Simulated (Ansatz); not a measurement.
SnSe in space group Pnma (No. 62; Se on 4c, Sn on 4c) under volume change, LDA in the plane-wave PAW code Ansatz, shape and atoms relaxed at each volume.

| V (Å³/atom) | E − E(relaxed) (meV/atom) | P (GPa) |
|---|---|---|
| 22.894 | 32.3 | 5.05 |
| 23.649 | 13.4 | 3.05 |
| 24.403 | … | … |
| 25.158 | 0.0 | 0.00 |
| 25.913 | … | … |
| 26.667 | 9.8 | -1.93 |
| 27.422 | 20.4 | -2.55 |

Question: Fill in the missing entries.

Answer: 
- 24.403, E − E(relaxed) (meV/atom): 3.1
- 24.403, P (GPa): 1.37
- 25.913, E − E(relaxed) (meV/atom): 2.6
- 25.913, P (GPa): -1.09

Question: What does a third-order Birch–Murnaghan fit give for V₀, B₀ and B′?

Answer: V₀ = 25.17 Å³/atom, B₀ = 39.7 GPa, B′ = 6.4.

Symmetry was held in the LDA relaxation; of distortions, only those at the zone centre were tested. A crystal of weakly bound layers computed without a dispersion correction: the cell and the soft elastic constants depend strongly on that. Scalar-relativistic: spin–orbit coupling is off unless named, which matters more the heavier the elements.

Potentials: the later of the program's two PAW sets.
